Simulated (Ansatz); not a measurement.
All numbers below come from DFT PBE, scalar-relativistic, plane waves, PAW in Ansatz 0.2.0. All cells share a 420 eV cutoff and Γ-centred k meshes spaced at most about 0.3 Å⁻¹ (about 0.25 or finer for metals, 2π included). No spin polarisation in the final relaxations.

Temperature and zero-point effects are left out. All come from trial cells, and lower structures may exist.

Question: Which of these relaxed structures of Si2C is the lowest in energy?
1.

```cif
data_structure
_symmetry_space_group_name_H-M 'P-6m2'
_symmetry_Int_Tables_number 187
_cell_length_a 2.8838
_cell_length_b 2.8838
_cell_length_c 4.8449
_cell_angle_alpha 90.000
_cell_angle_beta 90.000
_cell_angle_gamma 120.000
_cell_volume 34.89
loop_
_atom_site_label
_atom_site_type_symbol
_atom_site_symmetry_multiplicity
_atom_site_Wyckoff_symbol
_atom_site_fract_x
_atom_site_fract_y
_atom_site_fract_z
_atom_site_occupancy
Si1 Si 2 i 0.66667 0.33333 0.75069 1
C1 C 1 a 0.00000 0.00000 0.00000 1
```

2.

```cif
data_structure
_symmetry_space_group_name_H-M 'Immm'
_symmetry_Int_Tables_number 71
_cell_length_a 3.8988
_cell_length_b 7.0824
_cell_length_c 8.7300
_cell_angle_alpha 90.000
_cell_angle_beta 90.000
_cell_angle_gamma 90.000
_cell_volume 241.06
loop_
_atom_site_label
_atom_site_type_symbol
_atom_site_symmetry_multiplicity
_atom_site_Wyckoff_symbol
_atom_site_fract_x
_atom_site_fract_y
_atom_site_fract_z
_atom_site_occupancy
Si1 Si 8 l 0.00000 0.66942 0.21018 1
C1 C 4 g 0.00000 0.40237 0.00000 1
```

Answer: 2. It has space group Immm (No. 71); the next, 1, with space group P-6m2 (No. 187), lies 0.32 eV/atom higher. Counting C atoms around Si (those within 1.25 times the shortest such distance or 1.15 times the sum of covalent radii), the lowest has Si 1 and the next has Si 3. The lowest holds Si–Si nets (shortest 2.36 Å) and C–C pairs (shortest 1.38 Å); the next holds Si–Si chains (shortest 2.42 Å). Even the lowest lies +0.46 eV/atom against the elements.

With atoms moved at random, Immm came back. Other cells relaxed within their symmetry can be saddle points. Some types were kept out of the candidates beforehand, so the set may lack a known form.
